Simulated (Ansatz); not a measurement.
The relaxed structure here is a generated cell of Cu: the first start was made by placing the elements on the sites of a structure type, and the end was not matched to a known phase here, so it may be hypothetical. Known forms of Cu include space group No. 225.

A relaxed cell of Cu (Im-3m (No. 229)), relaxed on a k-mesh at least as fine as the one used below. Level of theory: r2SCAN (plane waves to 500 eV, PAW, scalar-relativistic; Ansatz, an electronic-structure program). Γ-centred k-mesh 16×8×16 on the run's cell (coarser than for final values), Fermi–Dirac smearing 0.05 eV.

```xyz
2
Lattice="-1.4220 1.4220 1.4220 2.8439 -2.8439 2.8439 1.4220 1.4220 -1.4220" Properties=species:S:1:pos:R:3 pbc="T T T"
Cu     0.0000     0.0000     0.0000
Cu     1.4220    -1.4220     1.4220
```

The atoms are displaced by (Å):

```json
[
 {"atom": "Cu1", "ux": "-0.022", "uy": "0.090", "uz": "-0.018"},
 {"atom": "Cu2", "ux": "0.078", "uy": "0.053", "uz": "0.052"}
]
```

What forces (eV/Å) and pressure result?


```
atom     Fx     Fy     Fz
----  -----  -----  -----
Cu1    0.68  -0.15   0.68
Cu2   -0.68   0.15  -0.68
```

Pressure +1.6 GPa.

Estimate the energy cost of the displacement in the harmonic approximation and compare with the calculation.

For a harmonic well ΔE = −½ Σ F·u = 0.061 eV a cell, or 30 meV/atom. The calculated energy relative to the undisplaced cell is +0.03 eV/atom, so the harmonic estimate holds well.

The undisplaced cell is probably no minimum: from this displacement the run went on to Fm-3m (No. 225), 0.04 eV/atom below it.

No spin polarisation in the result.
